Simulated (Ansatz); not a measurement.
Crystals of one structure type (Cu3Au type) and one family of elements, relaxed and computed with PBEsol in the plane-wave PAW code Ansatz.

```csv
crystal,K_Hill (GPa),G_Hill (GPa)
La3In,43.6,23.0
YTl3,57.0,21.3
Sc3Al,67.6,?
YAl3,82.1,67.3
ScGa3,82.4,42.7
ScAl3,91.9,75.4
```

Problem. Fit a straight line to ln G against ln K and predict the withheld value.

Solution. Least squares on the 5 shown rows: ln G = 1.68 × ln K + (-3.413), with a scatter of 26.3 %. For Sc3Al this gives 39.1. The run itself gave 44.5, a miss of 12.1 % of that.

Standing as an ambient phase not checked: La3In, Cu3Au type; YTl3, Cu3Au type; Sc3Al, Cu3Au type; YAl3, Cu3Au type; ScGa3, Cu3Au type. All cells were relaxed under the symmetry of their starts (and spin orders); stability against distortions was not tested throughout. Rows with no word on spin ran without spin polarisation. Scalar-relativistic: spin–orbit coupling is off unless named, which matters more the heavier the elements.

Potentials: the later of the program's two PAW sets.
